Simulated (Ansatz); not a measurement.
**Eigenvalues along a path: KF (Carobbiite)**

```
CELL_PARAMETERS angstrom
0.00000 2.18910 2.18910
2.18910 0.00000 2.18910
2.18910 2.18910 0.00000
ATOMIC_POSITIONS crystal
K 0.00000 0.00000 0.00000
F 0.50000 0.50000 0.50000
```

The base volume is that of a database entry, with shape and atoms relaxed on PAW files at held volume, so it needn't be at zero pressure; the structure needn't be the stable phase, at rest or compressed.

Level of theory: DFT with PBE, scalar-relativistic, in Ansatz 0.2.0; a Γ-centred 9×9×9 k mesh, Fermi–Dirac smearing of 0.03 eV, no spin polarisation. LAPW: all electrons, basis error target 1 meV/atom.

This run: volume at 0.55 of the series' base cell.

Path points, in fractions of the reciprocal vectors: Γ (0.000, 0.000, 0.000), X (0.500, 0.000, 0.500), U (0.625, 0.250, 0.625), K (0.375, 0.375, 0.750), L (0.500, 0.500, 0.500), W (0.500, 0.250, 0.750). The distance column jumps between branches of the path. Levels in eV from the valence-band top; bands 6 to 13, counted from the lowest band of the run. The gap is 6.81 eV, the pressure 88.7 GPa.

```
# k(1/Å) point b6 b7 b8 b9 b10 b11 b12 b13
0.000 Γ -19.52 -8.65 -8.65 -8.65 -0.96 -0.96 -0.96 9.75
0.239 - -19.64 -8.74 -8.74 -8.55 -1.41 -0.95 -0.95 10.14
0.478 - -19.93 -8.96 -8.96 -8.52 -2.14 -0.90 -0.90 9.35
0.718 - -20.25 -9.26 -9.26 -9.12 -2.11 -0.79 -0.79 8.32
0.957 - -20.46 -10.23 -9.55 -9.55 -1.31 -0.65 -0.65 7.50
1.196 - -20.53 -11.20 -9.76 -9.76 -0.53 -0.53 -0.39 6.98
1.435 X -20.54 -11.59 -9.83 -9.83 -0.48 -0.48 0.00 6.81
1.520 - -20.55 -11.57 -9.82 -9.82 -0.51 -0.51 -0.01 6.87
1.604 - -20.58 -11.53 -9.81 -9.78 -0.60 -0.58 -0.02 7.04
1.689 - -20.64 -11.47 -9.78 -9.72 -0.73 -0.71 -0.05 7.32
1.773 - -20.70 -11.39 -9.74 -9.64 -0.91 -0.87 -0.09 7.70
1.858 - -20.78 -11.28 -9.68 -9.54 -1.12 -1.06 -0.14 8.17
1.942 U -20.85 -11.15 -9.61 -9.42 -1.35 -1.27 -0.19 8.70
2.821 K -20.85 -11.15 -9.61 -9.42 -1.35 -1.27 -0.19 8.70
3.075 - -20.98 -10.66 -9.33 -9.02 -2.00 -1.89 -0.40 10.47
3.329 - -20.86 -10.08 -9.02 -8.66 -2.40 -2.27 -0.61 10.53
3.582 - -20.49 -9.51 -8.78 -8.48 -2.35 -2.20 -0.79 10.06
3.836 - -20.03 -9.04 -8.68 -8.51 -1.86 -1.74 -0.90 10.11
4.090 - -19.66 -8.75 -8.65 -8.61 -1.25 -1.20 -0.95 10.19
4.343 Γ -19.52 -8.65 -8.65 -8.65 -0.96 -0.96 -0.96 9.75
4.551 - -19.61 -8.68 -8.65 -8.65 -1.10 -1.07 -1.07 10.05
4.758 - -19.88 -8.77 -8.65 -8.65 -1.47 -1.35 -1.35 10.27
4.965 - -20.28 -8.90 -8.64 -8.64 -1.92 -1.73 -1.73 10.15
5.172 - -20.71 -9.01 -8.63 -8.63 -2.32 -2.08 -2.08 10.20
5.379 - -21.08 -9.10 -8.62 -8.62 -2.60 -2.33 -2.33 10.35
5.586 L -21.22 -9.13 -8.62 -8.62 -2.70 -2.42 -2.42 10.43
5.755 - -21.20 -9.23 -8.81 -8.66 -2.58 -2.32 -2.25 10.45
5.925 - -21.14 -9.54 -9.29 -8.70 -2.46 -1.88 -1.82 10.50
6.094 - -21.05 -9.98 -9.85 -8.69 -2.38 -1.29 -1.28 10.51
6.263 - -20.96 -10.39 -10.34 -8.66 -2.32 -0.78 -0.77 10.47
6.432 - -20.90 -10.68 -10.67 -8.64 -2.27 -0.43 -0.42 10.41
6.601 W -20.87 -10.78 -10.78 -8.63 -2.25 -0.30 -0.30 10.38
6.721 - -20.85 -11.00 -10.55 -8.72 -2.12 -0.36 -0.23 9.41
6.840 - -20.79 -11.20 -10.33 -8.97 -1.78 -0.41 -0.16 8.54
6.960 - -20.71 -11.36 -10.13 -9.28 -1.33 -0.45 -0.10 7.82
7.079 - -20.62 -11.48 -9.97 -9.56 -0.90 -0.47 -0.04 7.27
7.199 - -20.56 -11.56 -9.86 -9.76 -0.59 -0.48 -0.01 6.93
7.319 X -20.54 -11.59 -9.83 -9.83 -0.48 -0.48 0.00 6.81
```
